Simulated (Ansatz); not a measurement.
Cu₃N in space group Fm-3m (No. 225; N on 4a, Cu on 4b, Cu on 8c) under volume change, plane-wave PAW PBEsol (Ansatz code), scaled uniformly.

```csv
V (Å³/atom),E − E(relaxed) (meV/atom),P (GPa)
9.352,53.3,20.22
9.661,22.2,12.27
9.969,5.2,5.60
10.277,0.0,-0.02
10.586,4.7,-4.75
10.894,17.8,-8.73
11.202,37.9,-12.07
```

What does a third-order Birch–Murnaghan fit give for V₀, B₀ and B′?

V₀ = 10.28 Å³/atom, B₀ = 172 GPa, B′ = 4.7.

A made-up cell: these elements were put on the sites of a structure type; neither database checked (COD, Materials Project) lists it. COD files the formula under space group No. 221. Whether it is the stable phase at ambient conditions was not checked. The PBEsol relaxation kept the symmetry of its start. At this level the phase is dynamically unstable (imaginary phonons). No spin polarisation was allowed.

Potentials: the earlier of the program's two PAW sets. The files were generated under PBE; for other functionals the program regenerates the frozen cores, and for LDA and PBEsol the local potential too.
